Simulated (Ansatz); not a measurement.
AlP:
```
AlP
1.0
    3.83470     0.00000     0.00000
   -1.91735     3.32095     0.00000
    0.00000     0.00000     6.29920
Al P
2 2
Cartesian
  0.00000   2.21397   0.00095
  1.91735   1.10698   3.15055
  0.00000   2.21397   2.36125
  1.91735   1.10698   5.51085
```

This is the LDA-relaxed structure. x, y and z are the axes in which the lattice vectors are written.

All from DFT-LDA in the program Ansatz with PAW potentials, unless another level is named. Estimate the highest zone-centre frequency (without LO–TO term).

439 cm⁻¹.

Next, the zero-point energy?

56.1 meV/atom.

Give the piezoelectric stress constants (proper, relaxed ions, C/m²).

e15 = e24 = -0.08, e31 = e32 = -0.10, e33 = 0.16.

Next, the Young's modulus?

117 GPa.

Space group P6_3mc (wurtzite). The first step of the workflow began from a Materials Project structure, measured or hypothetical; the Crystallography Open Database copy checked does not list it. It is not the phase usual at ambient conditions (space group No. 216). The cell was relaxed with LDA under the symmetry of its start; phonons on a q-mesh show no instability.

Potentials: the later of the program's two PAW sets.
